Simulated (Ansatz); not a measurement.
Relaxation of a relaxed SiRu cell, doubled along one cell vector, shaken by Gaussian noise of σ = 0.08 Å a coordinate; 4 atoms in the cell, which starts as P1 (No. 1), aP4; a = 2.9131 Å, b = 2.9131 Å, c = 5.8261 Å, α = 90.00°, β = 90.00°, γ = 90.00°. These are r2SCAN (plane waves to 500 eV, PAW, scalar-relativistic; Ansatz, a program for electronic structure) values and carry that method's errors. Γ-centred k-mesh 11×6×11 on the run's cell, Fermi–Dirac smearing 0.05 eV. This is the first round of the run. 

The optimiser's lines from the output (shortened; P is positive under compression):

```
relax step   1: F+E_penalty+E_count = -13061.90278395 eV  Δ(F+E_penalty+E_count) = +0.000e0 eV  max|allowed force component| = 1.766e0 eV/Å  Δτ_max = 0.0000 Å  P = +3.323 GPa  Ω = 49.440 Å³  (8 SCF iters, dr2 threshold 1.00e-7 eV, accepted)
relax step   2: F+E_penalty+E_count = -13062.07537189 eV  Δ(F+E_penalty+E_count) = -1.726e-1 eV  max|allowed force component| = 6.987e-1 eV/Å  Δτ_max = 0.0855 Å  P = +1.754 GPa  Ω = 49.361 Å³  (8 SCF iters, dr2 threshold 4.00e-7 eV, accepted)
relax step   3: F+E_penalty+E_count = -13062.14057195 eV  Δ(F+E_penalty+E_count) = -6.520e-2 eV  max|allowed force component| = 1.006e-2 eV/Å  Δτ_max = 0.0855 Å  P = -0.701 GPa  Ω = 49.592 Å³  (9 SCF iters, dr2 threshold 4.00e-7 eV, accepted)
relax step   4: F+E_penalty+E_count = -13062.14099822 eV  Δ(F+E_penalty+E_count) = -4.263e-4 eV  max|allowed force component| = 9.788e-4 eV/Å  Δτ_max = 0.0013 Å  P = +0.120 GPa  Ω = 49.445 Å³  (7 SCF iters, dr2 threshold 4.00e-7 eV, accepted)
relax step   5: F+E_penalty+E_count = -13062.14100955 eV  Δ(F+E_penalty+E_count) = -1.134e-5 eV  max|allowed force component| = 7.009e-5 eV/Å  Δτ_max = 0.0001 Å  P = -0.000 GPa  Ω = 49.466 Å³  (5 SCF iters, dr2 threshold 1.03e-7 eV, accepted)
relax step   6: F+E_penalty+E_count = -13062.14101762 eV  Δ(F+E_penalty+E_count) = -8.063e-6 eV  max|allowed force component| = 6.529e-5 eV/Å  Δτ_max = 0.0000 Å  P = -0.001 GPa  Ω = 49.466 Å³  stress off target by 2.79e-3 GPa  SCF on the basis re-selected at this cell (its energy is not comparable with the rows above)  (7 SCF iters)
```

From the first to the last row the energy changes by -0.06 eV/atom and the volume by +0.1 %. The last row is marked as not comparable with the walk above it, whose basis was carried along; it does compare with step 1, since both stand on a basis selected at the nominal cutoff for their own cell.

Later rounds, restarted from the end of this one on a renewed k-mesh, logged 4 more steps and released under 0.01 eV/atom more. The final structure after all rounds: Pm-3m (No. 221), cP2, CsCl type; a = b = c = 2.913 Å, α = β = γ = 90.00°. No spin polarisation in the result.

The first start was generated by placing the elements on the sites of a structure type. Materials Project lists a structure of SiRu in the same space group, Pm-3m (No. 221); the sites were not compared with it, nor with measured phases.
